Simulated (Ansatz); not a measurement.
# Notes on CsPbCl3

```yaml
crystal:
  lattice:
    - [5.57733, 0.00000, 0.00000]
    - [0.00000, 5.57733, 0.00000]
    - [0.00000, 0.00000, 5.57733]
  atoms:
    - { symbol: Cs, position: [0.00000, 0.00000, 0.00000] }
    - { symbol: Pb, position: [0.50000, 0.50000, 0.50000] }
    - { symbol: Cl, position: [0.50000, 0.50000, 0.00000] }
    - { symbol: Cl, position: [0.00000, 0.50000, 0.50000] }
    - { symbol: Cl, position: [0.50000, 0.00000, 0.50000] }
```

The numbers come from plane-wave PAW DFT (Ansatz): PBEsol, no spin polarisation, 420 eV, 5×5×5 Γ-centred k points, fermi-dirac occupations (width 0.1 eV). Nothing was relaxed.

Q: Which orbitals make up the band edges?

A: Within 0.7 eV of the edges, the states project mainly on Cl p (61 %) and Pb s (27 %) below the gap and on Pb p (75 %) above it.

Q: Describe some of the short contacts.

A: Pb–Cl at 2.79 Å: least valence density 0.27 e/Å³ and ELF 0.21 there. Cs–Cl at 3.94 Å: least valence density 0.03 e/Å³ and ELF 0.02 there, so no covalent bond. Both are smooth PAW fields, read partly inside the augmentation spheres.

Q: What does the stress say?

A: The pressure is 0.5 GPa (compression positive), so with the atoms held at these fractions the cell would first expand.

Q: Is it stable against the elements?

A: -1.55 eV an atom against the elements' usual phases (free molecules for gases, crystals otherwise, with no correction for O₂ or N₂), so it is bound against them; other compounds may still compete. Relaxing would lower it.

Q: What is the band gap?

A: The gap is 1.73 eV, direct at the points sampled. A semilocal functional usually gives too small a gap.

Origin: a database entry at a rescaled volume. Caveats: no spin-orbit coupling, which can shift this gap by tenths of an eV; the mesh misses a band edge that the path finds.
